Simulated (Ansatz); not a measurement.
Theory: Ansatz, DFT PBE, scalar-relativistic, plane waves, PAW. All cells share a 420 eV cutoff and Γ-centred k meshes spaced at most about 0.3 Å⁻¹ (about 0.25 or finer for metals, 2π included). No spin polarisation in the final relaxations.

Temperature and zero-point effects are left out. All come from trial cells, and lower structures may exist.

Task: Order these relaxed structures of Si4B by energy, lowest first, with the energy over the lowest of them.
1. Space group Im-3m (No. 229), cubic, a = 5.167 Å. Si is surrounded by 2 B at 2.24 Å and 6 Si at 2.58 Å; B is surrounded by 8 Si at 2.24 Å.
2. Space group P6/mmm (No. 191), hexagonal, a = 4.923 Å, c = 3.929 Å. Si on a site of symmetry mmm has 2 B at 2.46 Å and 4 Si at 2.46 Å; around Si on a site of symmetry 6/mmm lie 2 B at 1.96 Å; B is surrounded by 2 Si at 1.96 Å and 6 Si at 2.46 Å.
3. Space group P6/mmm (No. 191), hexagonal, a = 5.092 Å, c = 3.848 Å. Si on a site of symmetry mmm has 6 Si at 2.55 Å; Si on a site of symmetry 6/mmm has 2 B at 1.92 Å and 6 Si at 2.55 Å; B is surrounded by 2 Si at 1.92 Å.
4. Space group Pm-3m (No. 221), cubic, a = 4.126 Å. Si on a site of symmetry m-3m has 12 Si at 2.92 Å; around Si on a site of symmetry 4/mmm lie 2 B at 2.06 Å and 12 Si at 2.92 Å; B is surrounded by 6 Si at 2.06 Å.

Result: 1 (0 meV/atom), 4 (130 meV/atom), 2 (403 meV/atom), 3 (482 meV/atom). Forms: 1 Im-3m; 4 Pm-3m; 2 P6/mmm; 3 P6/mmm. Counting Si atoms around B (those within 1.25 times the shortest such distance or 1.15 times the sum of covalent radii, 1.27 where that leaves under three; a plus sign parts nearer from farther groups): cell 1 has B 8; cell 4 has B 6; cell 2 has B 2+6; cell 3 has B 2. Cell 2 holds Si–Si nets (shortest 2.46 Å); cell 3 holds Si–Si nets (shortest 2.55 Å) (bonds between like non-metal atoms; other contacts aren't counted). Even the lowest lies +0.61 eV/atom against the elements.

A magnetic state wasn't ruled out in cells without spin, among them Im-3m, Pm-3m, P6/mmm at 16.5 Å³/atom, P6/mmm at 17.3 Å³/atom. Cells relaxed within their symmetry can be saddle points. Some types were kept out of the candidates beforehand, so the set may lack a known form.
